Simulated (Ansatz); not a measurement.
CdTe:
```cif
data_CdTe
_chemical_formula_sum 'Cd1 Te1'
_space_group_name_H-M_alt 'P 1'
_space_group_IT_number 1
_cell_length_a 4.32932
_cell_length_b 4.32932
_cell_length_c 4.32932
_cell_angle_alpha 60.009
_cell_angle_beta 60.009
_cell_angle_gamma 60.009
loop_
_space_group_symop_operation_xyz
  'x, y, z'
loop_
_atom_site_label
_atom_site_type_symbol
_atom_site_fract_x
_atom_site_fract_y
_atom_site_fract_z
_atom_site_occupancy
Cd1 Cd 0.50000 0.50000 0.50000 1
Te1 Te 0.00000 0.00000 0.00000 1
```

Relaxed with PBE.

### Question
Which orbitals make up the states near the Fermi level in PBE in the plane-wave PAW code Ansatz?

### Answer
Within 0.5 eV of the Fermi level: Te 5p 83 %, Cd 5s 10 %. Projections are on Löwdin-orthogonalised atomic valence shells; empty p or d shells of many metals are not among them.

### Question
Tabulate the density of states.

### Answer
States/eV per cell of 2 atoms, in 0.25 eV bins, energy from the Fermi level.

```tsv
E (eV)	total	Te 5p	Cd 5s	Cd 4d
-7.85	2.11	0.06	0.01	1.81
-7.60	1.40	0.02	0.01	1.13
-7.35	0.05	0.00	0.00	0.04
-7.10	0.00	0.00	0.00	0.00
-6.85	0.00	0.00	0.00	0.00
-6.60	0.00	0.00	0.00	0.00
-6.35	0.00	0.00	0.00	0.00
-6.10	0.00	0.00	0.00	0.00
-5.85	0.00	0.00	0.00	0.00
-5.60	0.00	0.00	0.00	0.00
-5.35	0.00	0.00	0.00	0.00
-5.10	0.03	0.02	0.01	0.00
-4.85	0.46	0.27	0.17	0.02
-4.60	0.78	0.46	0.28	0.02
-4.35	1.13	0.66	0.40	0.03
-4.10	1.59	0.94	0.54	0.04
-3.85	1.87	1.30	0.42	0.03
-3.60	0.82	0.53	0.20	0.02
-3.35	0.53	0.34	0.13	0.01
-3.10	0.75	0.55	0.14	0.01
-2.85	0.86	0.67	0.12	0.01
-2.60	0.98	0.80	0.11	0.01
-2.35	1.08	0.91	0.09	0.02
-2.10	1.29	1.12	0.08	0.02
-1.85	1.56	1.39	0.06	0.02
-1.60	1.51	1.34	0.05	0.03
-1.35	1.48	1.33	0.04	0.03
-1.10	1.47	1.32	0.03	0.03
-0.85	1.49	1.33	0.05	0.03
-0.60	1.52	1.36	0.06	0.03
-0.35	1.51	1.35	0.07	0.04
-0.10	1.47	1.31	0.08	0.04
0.15	0.30	0.18	0.10	0.00
0.40	0.22	0.07	0.12	0.00
0.65	0.27	0.09	0.14	0.00
0.90	0.33	0.11	0.16	0.00
1.15	0.39	0.13	0.19	0.00
1.40	0.47	0.16	0.22	0.00
1.65	0.56	0.19	0.25	0.00
1.90	0.69	0.24	0.30	0.00
2.15	0.94	0.35	0.40	0.01
2.40	1.11	0.40	0.45	0.01
2.65	0.87	0.27	0.33	0.00
2.90	0.90	0.21	0.29	0.00
3.15	0.60	0.13	0.18	0.00
3.40	0.21	0.04	0.05	0.00
3.65	0.45	0.05	0.05	0.00
3.90	0.68	0.05	0.05	0.00
4.15	1.02	0.05	0.05	0.00
4.40	1.28	0.05	0.04	0.00
4.65	1.55	0.05	0.04	0.00
```

Space group Fm-3m (rock salt). This is a known high-pressure phase of the composition, computed here at zero pressure and temperature. Symmetry was held in the PBE relaxation; whether a distortion lowers the energy is not shown. Scalar-relativistic: spin–orbit coupling is off unless named, which matters more the heavier the elements.

Potentials: the later of the program's two PAW sets.
